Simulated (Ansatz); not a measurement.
BeS in space group P6_422 (No. 181; Be on 3c, S on 3d) at seven volumes, DFT-PBE in the program Ansatz with PAW potentials, shape and atoms relaxed at each. One row is withheld.

```tsv
V (Å³/atom)	P (GPa)
12.226	?
12.629	6.95
13.032	3.23
13.435	0.01
13.838	-2.78
14.241	-5.19
14.644	-7.27
```

**Question.** Fit the shown pressures and predict the withheld one.

**Answer.** P = (3/2)B₀(x^(7/2) − x^(5/2))[1 + (3/4)(B′ − 4)(x − 1)] with x = (V₀/V)^(2/3). Least squares on the six rows gives V₀ = 13.436 Å³/atom, B₀ = 99.7 GPa, B′ = 3.84. At V = 12.226, x = 1.0649 and P = 11.28 GPa. The run itself gave 11.26 GPa.

The start of the workflow was typed in or built on a structure type; neither database checked (COD, Materials Project) lists it. COD files the formula under space group No. 216, so this cell is another polymorph or a model. Whether it is the stable phase at ambient conditions was not checked. The PBE relaxation kept the symmetry of its start; its stability against distortions is not shown here.

Potentials: the later of the program's two PAW sets.
